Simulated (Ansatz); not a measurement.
TiS2:
```yaml
crystal:
  lattice:
    - [3.36033, 0.00000, 0.00000]
    - [-1.68016, 2.91013, 0.00000]
    - [0.00000, 0.00000, 16.57080]
  atoms:
    - { symbol: Ti, position: [0.00000, 0.00000, 0.50000] }
    - { symbol: Ti, position: [0.00000, 0.00000, 0.83331] }
    - { symbol: Ti, position: [0.00000, 0.00000, 0.16669] }
    - { symbol: S, position: [0.33333, 0.66667, 0.58618] }
    - { symbol: S, position: [0.33333, 0.66667, 0.91949] }
    - { symbol: S, position: [0.33333, 0.66667, 0.25286] }
    - { symbol: S, position: [0.66667, 0.33333, 0.74714] }
    - { symbol: S, position: [0.66667, 0.33333, 0.08051] }
    - { symbol: S, position: [0.66667, 0.33333, 0.41382] }
```

Relaxed with PBE+D3(BJ). Special points in fractions of this cell's reciprocal vectors: Γ (0.000, 0.000, 0.000); M (0.500, 0.000, 0.000); K (0.333, 0.333, 0.000); A (0.000, 0.000, 0.500); L (0.500, 0.000, 0.500); H (0.333, 0.333, 0.500).

Q: List the band energies nearest the Fermi level at these points for PBE+D3(BJ) (plane waves, PAW; program Ansatz).

A: In eV from the Fermi level; about four levels below and three above (degenerate sets whole), none deeper than 8.9 eV; points with the same levels are listed once.

| k | below | above |
|---|---|---|
| Γ | -0.04 -0.04 -0.03 -0.03 | 0.16 0.16 0.17 |
| M | -1.56 -1.56 -1.28 -1.28 | 0.02 0.02 0.19 |
| K | -2.35 -2.35 -2.35 -2.35 -2.35 | 1.28 1.30 1.30 |
| A | -0.59 -0.59 -0.10 -0.10 | 0.09 0.09 0.09 0.09 |
| L | -1.51 -1.51 -1.17 -1.16 -0.13 | 0.16 0.16 1.65 1.65 1.65 |
| H | -2.53 -2.53 -2.23 -2.23 | 1.29 1.29 1.30 |

Space group P-3m1 (CdI2 type). Symmetry was held in the PBE+D3(BJ) relaxation. No spin polarisation was allowed.

Potentials: the later of the program's two PAW sets.
